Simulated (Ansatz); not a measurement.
Values for one crystal, relaxed and computed with PBEsol in the plane-wave PAW code Ansatz; other levels are named.

Volume per atom: 12.59 Å³
Electronic character: metallic (no gap)
Highest zone-centre frequency: 534 cm^-1
Formation energy from the elements (no fitted shifts): -2.75 eV/atom
Density of states at the Fermi level: 0.04 states/eV per atom (mean over ±0.08 eV)
Zone-centre stability: no imaginary mode at Γ
Bulk modulus (Birch–Murnaghan fit): 213 GPa

Problem. Which compound is it?
A. ZrO, P-62m (Zr on 1a, Zr on 2d, O on 3f)
B. CuO, P4_2/mmc (Cu on 2c, O on 2e)
C. VO2, rutile
D. Zr2C, P4/nmm (Zr on 2a, Zr on 2c, C on 2c)

Solution. A, ZrO, P-62m (Zr on 1a, Zr on 2d, O on 3f)

The start of the workflow was typed in or built on a structure type; neither database checked (COD, Materials Project) lists it. COD files the formula under space group No. 225. Its standing as an ambient phase is unchecked. Symmetry was held in the PBEsol relaxation. The run is not spin-polarised. A small band overlap can be real or an error of a semilocal functional. As this level gives no gap, phonon frequencies hold no LO–TO term and depend on the k-mesh and smearing (Fermi–Dirac, 0.1 eV here). The references are the lowest solids computed at this level, not always the standard phases (solids in place of the gases). Spin–orbit coupling is left out wherever it is not named.

Potentials: the earlier of the program's two PAW sets. The files were generated under PBE; for other functionals the program regenerates the frozen cores, and for LDA and PBEsol the local potential too.
